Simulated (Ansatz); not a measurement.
A geometry of Cr away from equilibrium: the start of the relaxation of a relaxed Cr cell, doubled along one cell vector, shaken by Gaussian noise of σ = 0.08 Å a coordinate. Calculation: PBE (plane waves to 420 eV, PAW, scalar-relativistic; Ansatz, a program for electronic structure). Γ-centred k-mesh 11×6×11 on the run's cell (coarser than for final values), Fermi–Dirac smearing 0.05 eV.

```xyz
4
Lattice="2.8661 0.0000 0.0000 0.0000 5.7323 0.0000 0.0000 0.0000 2.8661" Properties=species:S:1:pos:R:3 pbc="T T T"
Cr    -0.0703     0.0442    -0.1102
Cr     0.0636     2.9426     0.0853
Cr     1.4210     1.2654     1.3436
Cr     1.4022     4.2016     1.3983
```
Spin-polarised start, with opposed moments on Cr.

**Question.** Give the Cartesian forces on all atoms (eV/Å).

**Answer.** 
```csv
atom,Fx,Fy,Fz
Cr1,0.40,-1.05,0.42
Cr2,-0.60,-1.30,-0.94
Cr3,-0.03,1.75,0.38
Cr4,0.23,0.60,0.14
```

**Question.** What is the pressure?

**Answer.** +2.6 GPa, compression positive.

**Question.** How much energy per atom can still be gained by relaxing?

**Answer.** 0.09 eV/atom; the path ends in Im-3m (No. 229) (bcc (W type)).

Spin state reached: antiferromagnetic (net 0.00 μB/atom); other spin orders were not run from this start.
